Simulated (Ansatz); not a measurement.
One crystal and one scan (energy against volume) at two levels, PBE (plane waves to 420 eV, PAW, scalar-relativistic; Ansatz, a quantum-chemistry and plane-wave program) and r2SCAN (plane waves to 500 eV, PAW, scalar-relativistic; Ansatz), each from its own relaxed cell and on its own mesh. The cell shown is that of PBE.

ZnInGaO$_{4}$ (InGaZnO4 type, space group R3m)

```
ZnInGaO4
1.0
    1.67799     0.96879     8.70467
   -1.67799     0.96879     8.70467
    0.00000    -1.93758     8.70467
In Ga Zn O
1 1 1 4
Direct
  0.99692   0.99692   0.99692
  0.21295   0.21295   0.21295
  0.78119   0.78119   0.78119
  0.13648   0.13648   0.13648
  0.87897   0.87897   0.87897
  0.28877   0.28877   0.28877
  0.70472   0.70472   0.70472
```

The volume is varied about the relaxed value V₀ at fixed cell shape. The atoms relax within the cell's symmetry.

The energy includes the smearing's −TS. The PAW data are Ansatz's earlier set. ZnInGaO4 was relaxed with its symmetry unable to fall. With the shape held, the modulus is that of even scaling; a crystal free to change shape is softer. Percentages come from the unrounded values. Both scans cover V/V₀ from 0.840 to 1.160.

Results of PBE:

- Lattice constant a (Å) = 3.356
- Lattice constant c (Å) = 26.11
- Relaxed volume (Å³/atom) = 12.13
- Band gap of the relaxed cell, no spin-orbit coupling (eV) = 1.11
- Pressure at the smallest volume (GPa) = 40.0
- Energy cost of the largest compression (meV/atom) = 206.3
- Energy cost of the largest expansion (meV/atom) = 113.3
- Bulk modulus at fixed cell shape B₀ (third-order Birch-Murnaghan fit) (GPa) = 154.0
- Pressure for 5 % compression (fit) (GPa) = 8.9

### Question
What does r2SCAN give for the same quantities?

### Answer
| quantity | r2SCAN | PBE − r2SCAN |
|---|---|---|
| Lattice constant a (Å) | 3.311 | +0.045 (+1.4 %) |
| Lattice constant c (Å) | 25.76 | +0.35 (+1.4 %) |
| Relaxed volume (Å³/atom) | 11.65 | +0.48 (+4.1 %) |
| Band gap of the relaxed cell, no spin-orbit coupling (eV) | 1.77 | -0.66 (-37 %) |
| Pressure at the smallest volume (GPa) | 46.3 | -6.3 (-14 %) |
| Energy cost of the largest compression (meV/atom) | 229.8 | -23.5 (-10 %) |
| Energy cost of the largest expansion (meV/atom) | 127.5 | -14.2 (-11 %) |
| Bulk modulus at fixed cell shape B₀ (third-order Birch-Murnaghan fit) (GPa) | 179.7 | -25.7 (-14 %) |
| Pressure for 5 % compression (fit) (GPa) | 10.3 | -1.4 (-14 %) |

PBE gives the higher value for: lattice constant a; lattice constant c; relaxed volume. PBE gives the lower value for: band gap of the relaxed cell, no spin-orbit coupling; pressure at the smallest volume; energy cost of the largest compression; energy cost of the largest expansion; bulk modulus at fixed cell shape B₀; pressure for 5 % compression.

(A scan under strain: stresses follow from slopes of the energy per volume, elastic moduli from its curvatures.)
